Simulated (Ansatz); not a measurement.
Relaxing a structure of KBr

The start is a relaxed KBr cell deformed by the Cartesian strain tensor (xx, yy, zz, yz, xz, xy) = (0.075, 0.053, 0.098, -0.018, 0.011, -0.054). A full variable-cell relaxation at zero pressure is run with PBEsol (plane waves to 420 eV, PAW, scalar-relativistic; Ansatz, an electronic-structure program). The first steps use a coarse 6×6×6 k-mesh.

Input geometry:
```
CELL_PARAMETERS angstrom
     -0.14080     3.39069     3.53804
      3.55605    -0.23412     3.63136
      3.34321     3.27117    -0.02128
ATOMIC_POSITIONS crystal
  Br 0.00000 0.00000 0.00000
  K  0.50000 0.50000 0.50000
```

Task: How much energy is released per atom?

Result: 0.073 eV/atom.

Task: How does the volume per atom move from start to end?

Result: -19.2 %, from 43.51 to 35.14 Å³/atom.

Task: Does it find its way back to the structure it was made from?

Result: It returns to the parent structure, Fm-3m (No. 225).

Task: What band gap does the relaxed structure have at this level?

Result: 4.34 eV, direct at Γ (no spin-orbit coupling).

The end point of the relaxation:

```cif
data_Br4K4
_chemical_formula_sum 'Br4 K4'
_space_group_name_H-M_alt 'Fm-3m'
_space_group_IT_number 225
_space_group_name_Hall '-F 4 2 3'
_cell_length_a 6.55057
_cell_length_b 6.55057
_cell_length_c 6.55057
_cell_angle_alpha 90.000
_cell_angle_beta 90.000
_cell_angle_gamma 90.000
loop_
_atom_site_label
_atom_site_type_symbol
_atom_site_symmetry_multiplicity
_atom_site_Wyckoff_symbol
_atom_site_fract_x
_atom_site_fract_y
_atom_site_fract_z
_atom_site_occupancy
Br1 Br 4 a 0.00000 0.00000 0.00000 1
K1 K 4 b 0.50000 0.50000 0.50000 1
```
(The calculation used a cell of 2 atoms; values per cell refer to that cell.)

Final values are on a 9×9×9 k-mesh of the relaxed cell. No spin polarisation in the result.

The run could not lose the symmetry of its start.

All atoms sit on sites fixed by symmetry, so only the cell could relax.
